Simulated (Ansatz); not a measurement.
# SnPb₂O₃: computed properties

These are results of DFT PBE, scalar-relativistic, plane waves, PAW (Ansatz), not measurements.

Settings: cutoff 420 eV, Γ-centred mesh 8×8×2 on the computed 12-atom cell, Gaussian smearing of 0.02 eV; no spin polarisation.

The structure is relaxed at this level of theory with its symmetry kept, and needn't be the ground state of this composition.

Space group P4/nmm (No. 129), tetragonal, a = 3.985 Å, c = 16.391 Å. Around Sn lie 4 O at 2.28 Å; Pb on its first site has 4 O at 2.34 Å; Pb on its second site is surrounded by 4 O at 2.33 Å; O on a site of symmetry 2mm is surrounded by 2 Sn at 2.28 Å, 2 Pb at 2.34 Å and 4 O at 2.82 Å; O on a site of symmetry -4m2 has 4 Pb at 2.33 Å and 4 O at 2.82 Å.

| Quantity | Value |
| --- | --- |
| Volume per atom | 21.70 Å³ |
| Formation energy from the elements' standard states (uncorrected) | -1.143 eV/atom |
| Kohn–Sham band gap | 1.22 eV, indirect from (-0.125, 0.125, 0.000) to M |
| Orbital (Löwdin) character of the top 1 eV of the valence band | O 2p 48 %, Sn 5s 23 %, Sn 5p 15 % |
| Orbital (Löwdin) character of the lowest 1 eV of the conduction band | Pb 6p 57 %, O 2p 13 %, Sn 5p 10 %, O 2s 8 %, unprojected 6 % |
| Electron masses at the edge by direction of the standard setting (m_e; one valley, along these axes only; no spin-orbit coupling) | x: 0.39, 0.39; y: 0.39, 0.39; z: 0.48, 0.48 |
| Hole masses at the edge by direction of the standard setting (m_e; one valley, along these axes only; no spin-orbit coupling) | x: 2.1; y: 2.1; z: 2.1 |

Spin-orbit coupling is left out, which matters for the bands of heavy elements. The cell holds layers, chains or molecules and no dispersion correction was added, so their binding is poorly described.

The cell was found from a structure generator's guess, not taken from experiment. Kohn–Sham gaps at this level usually fall short of measured ones. Löwdin shares on free-atom orbitals overweight diffuse shells in the empty bands.
